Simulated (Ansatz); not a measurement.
Data:

Si₂Ni:
```yaml
crystal:
  lattice:
    - [0.00000, 2.69354, 2.69354]
    - [2.69354, 0.00000, 2.69354]
    - [2.69354, 2.69354, 0.00000]
  atoms:
    - { symbol: Si, position: [0.25000, 0.25000, 0.25000] }
    - { symbol: Si, position: [0.75000, 0.75000, 0.75000] }
    - { symbol: Ni, position: [0.00000, 0.00000, 0.00000] }
```

This is the r²SCAN-relaxed structure.

Problem. All from r²SCAN in the plane-wave PAW code Ansatz, unless another level is named. Estimate the electronic character.

Solution. metallic (no gap).

Problem. Give the density of states at the Fermi level.

Solution. 0.27 states/eV per atom (mean over ±0.08 eV).

Problem. Next, the formation energy from the elements (no fitted shifts)?

Solution. -0.35 eV/atom.

Space group Fm-3m (fluorite or antifluorite type). The cell was relaxed with r²SCAN under the symmetry of its start; of distortions, only those at the zone centre were tested. The run is not spin-polarised. The references are the lowest solids computed at this level, not always the standard phases.

Potentials: the earlier of the program's two PAW sets.
